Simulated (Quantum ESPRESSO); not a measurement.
# Planted mistakes on one cell of TiGaHf2O7F

These are calculations, not measurements. They come from pw.x of Quantum ESPRESSO 7.5, a plane-wave density functional program, with PseudoDojo standard norm-conserving files (v0.5 for PBE, v0.4.1 for LDA and PBEsol). The cells are made up: elements, strain and atom displacements were drawn at random, and nothing was relaxed. There is no spin polarisation, spin-orbit coupling or dispersion term.

The hafnium file is less sure than the others, with forces about 3 percent (worst 6) and pressure in oxides about 1.5 GPa (worst 2.7) from a second method in checks, which no rerun with the same files tests.

The cell has 12 sites of a fluorite lattice. Sites 1 to 4 hold Ti Ga Hf Hf; sites 5 to 12 hold O O O O O F O O. Cell vectors in Å: (4.966, 0.000, 0.000); (0.000, 4.966, 0.000); (0.000, 0.000, 4.966). Settings: PBE, cutoff 1143 eV, 5 x 5 x 5 k mesh shifted by half a step, Fermi-Dirac smearing of 0.025 eV.

The intended run has a self-consistency threshold of 1e-07 eV, a smearing term of 0.000 eV, a pressure of 13.75 GPa and 15 iterations. Each further run changes one thing: all lengths scaled by 1.0111; atoms of sites 6 and 10 exchanged; cutoff 837 eV; files of LDA; k mesh 2 x 2 x 2; one electron removed; smearing 0.64 eV; threshold 0.2 eV. A coarse mesh keeps the shift, and a charged cell sits in a uniform background.

| run | change of free energy (eV) | smearing term -TS (eV) | change of P (GPa) | largest change of a force component (eV/Å) | iterations |
| --- | --- | --- | --- | --- | --- |
| A | -0.300 | 0.000 | -0.48 | 0.195 | 18 |
| B | -0.245 | 0.000 | -8.27 | 0.532 | 16 |
| C | -11.559 | -0.012 | -21.89 | 1.279 | 21 |
| D | -0.004 | 0.000 | -0.31 | 3.947 | 15 |
| E | -1.306 | -3.414 | 3.37 | 1.252 | 16 |
| F | 1.230 | 0.000 | -14.66 | 0.028 | 15 |
| G | 6.541 | 0.000 | -16.76 | 0.509 | 15 |
| H | 0.006 | 0.000 | -1.97 | 0.078 | 7 |

A rerun of the intended cell at 1437 eV and k mesh 7 x 7 x 7 moved values by no more than 0.003 eV in the cell's energy, 0.04 GPa in stress and 0.003 eV/Å in force.

Question: which change belongs to which run?

## Worked reading

Run H has the fewest iterations, as a run stopped early does. Run E has the largest smearing term, as wide smearing gives. Run B changes the volume by a factor of 1.0337; minus its pressure change over the logarithm of that factor, 250 GPa, is a rough bulk modulus with clamped atoms. Energies from files of another functional, or of a charged cell, have another zero and say nothing on stability; the pressure of a charged cell rests on the program's zero of potential too.

## Key

```
run,change
A,k mesh 2 x 2 x 2
B,all lengths scaled by 1.0111
C,one electron removed
D,atoms of sites 6 and 10 exchanged
E,smearing 0.64 eV
F,cutoff 837 eV
G,files of LDA
H,threshold 0.2 eV
```